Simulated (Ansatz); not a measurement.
A geometry of SnO$_{2}$ away from equilibrium: step 2 of the relaxation of a generated cell, SnO2 placed in the baddeleyite structure type. The numbers are results of r2SCAN (plane waves to 500 eV, PAW, scalar-relativistic; Ansatz, an electronic-structure program), not measurements. Γ-centred k-mesh 4×4×4 on the run's cell (coarser than for final values), Fermi–Dirac smearing 0.05 eV. The plane waves were selected for a different cell earlier on the path.

```
SnO2
1.0
    5.16291     0.00000     0.04937
    0.00000     5.09392     0.00000
   -0.80463     0.00000     5.19866
Sn O
4 8
Direct
  0.26938   0.03484   0.20496
  0.73062   0.53484   0.29504
  0.73062   0.96516   0.79504
  0.26938   0.46516   0.70496
  0.07605   0.33359   0.34815
  0.92395   0.83359   0.15185
  0.92395   0.66641   0.65185
  0.07605   0.16641   0.84815
  0.45397   0.75986   0.47828
  0.54603   0.25986   0.02172
  0.54603   0.24014   0.52172
  0.45397   0.74014   0.97828
```

### Question
Give the Cartesian forces on all atoms (eV/Å).

### Answer
```json
[
 {"atom": "Sn1", "Fx": "0.30", "Fy": "-0.35", "Fz": "-0.15"},
 {"atom": "Sn2", "Fx": "-0.30", "Fy": "-0.35", "Fz": "0.15"},
 {"atom": "Sn3", "Fx": "-0.30", "Fy": "0.35", "Fz": "0.15"},
 {"atom": "Sn4", "Fx": "0.30", "Fy": "0.35", "Fz": "-0.15"},
 {"atom": "O5", "Fx": "0.01", "Fy": "-0.06", "Fz": "0.01"},
 {"atom": "O6", "Fx": "-0.01", "Fy": "-0.06", "Fz": "-0.01"},
 {"atom": "O7", "Fx": "-0.01", "Fy": "0.06", "Fz": "-0.01"},
 {"atom": "O8", "Fx": "0.01", "Fy": "0.06", "Fz": "0.01"},
 {"atom": "O9", "Fx": "-0.43", "Fy": "-0.27", "Fz": "-0.31"},
 {"atom": "O10", "Fx": "0.43", "Fy": "-0.27", "Fz": "0.31"},
 {"atom": "O11", "Fx": "0.43", "Fy": "0.27", "Fz": "0.31"},
 {"atom": "O12", "Fx": "-0.43", "Fy": "0.27", "Fz": "-0.31"}
]
```

The path ends in Pbcn (No. 60). No spin polarisation in the result.

The run could not lose the symmetry of its start; a randomly shaken copy of 12 atoms returns to this structure.

The first start was generated by placing the elements on the sites of a structure type. Materials Project lists a structure of SnO2 in the same space group, Pbcn (No. 60); the sites were not compared with it, nor with measured phases. Known forms of SnO2 include space group No. 136.
